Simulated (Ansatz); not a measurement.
SrGaHO₂:
```xyz
5
Lattice="3.9384 0.0000 0.0000 0.0000 3.9384 0.0000 0.0000 0.0000 3.6015" Properties=species:S:1:pos:R:3 pbc="T T T"
Sr     1.9692     1.9692     1.8007
Ga     0.0000     0.0000     0.0000
O      1.9692     0.0000     0.0000
O      0.0000     1.9692     0.0000
H      0.0000     0.0000     1.8007
```

DFT-r²SCAN in the program Ansatz with PAW potentials gives a gap of 1.50 eV without spin–orbit coupling, maximum at A, minimum at Z.

**Question.** What happens when spin–orbit coupling is switched on?

**Answer.** The gap is nearly the same, to 1.50 eV; maximum at A, minimum at Z.

**Question.** Give the electron effective mass with spin–orbit coupling.

**Answer.** 0.17, 0.23, 0.23 mₑ (principal values).

**Question.** Give the hole effective mass with spin–orbit coupling.

**Answer.** 0.67, 0.67, 6.4 mₑ (principal values).

Space group P4/mmm. The start of the workflow was typed in or built on a structure type; neither database checked (COD, Materials Project) lists it. Its standing as an ambient phase is unchecked. Symmetry was held in the r²SCAN relaxation; its stability against distortions is not shown here.

Potentials: the earlier of the program's two PAW sets. The files were generated under PBE; for other functionals the program regenerates the frozen cores, and for LDA and PBEsol the local potential too.
